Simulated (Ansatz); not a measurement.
Starting cell, AgCl (rock salt):

```xyz
4
Lattice="0.0000 5.6115 5.6115 2.8057 2.8057 5.6115 2.8057 2.8057 0.0000" Properties=species:S:1:pos:R:3 pbc="T T T"
Cl     0.0000     0.0000     0.0000
Cl     2.8057     5.6115     2.8057
Ag     2.8057     2.8057     2.8057
Ag     2.8057     5.6115     5.6115
```

The atoms are displaced by Q × the pattern below (from a DFPT mode at X = (0.5, 0.5, 0.0), largest move 1; Q in Å), at fixed cell. (q is in reciprocal vectors of the primitive cell; the cell shown is doubled to hold the pattern.)

```csv
atom,x,y,z
Cl1,0.000,0.000,-0.437
Cl2,0.000,0.000,0.437
Ag3,0.000,0.000,-1.000
Ag4,0.000,0.000,1.000
```

The numbers are results of PBE (plane waves to 420 eV, PAW, scalar-relativistic; Ansatz, an electronic-structure program), not measurements. k mesh 10×10×10 (Γ-centred), Fermi-Dirac smearing 0.05 eV. E stands for the smeared free energy. AgCl was relaxed with its symmetry unable to fall. The zero of ΔE is the undisplaced structure.

```tsv
Q (Å)	ΔE (eV/cell)	−dE/dQ from forces (eV/Å)
-0.100	0.0108	0.214
-0.083	0.0075	0.179
-0.067	…	0.144
-0.050	0.0027	0.108
-0.033	…	0.072
-0.017	0.0003	0.036
0.000	0.0000	0.000
0.017	0.0003	-0.036
0.033	…	-0.072
0.050	0.0027	-0.108
0.067	…	-0.144
0.083	0.0075	-0.179
0.100	0.0108	-0.214
```

Question: What belongs in the gaps?

Answer: 
- -0.067, ΔE (eV/cell): 0.0048
- -0.033, ΔE (eV/cell): 0.0012
- 0.033, ΔE (eV/cell): 0.0012
- 0.067, ΔE (eV/cell): 0.0048

(For displaced atoms, the force is minus the slope of the energy, and its curvature is a force constant, which sets phonon frequencies.)
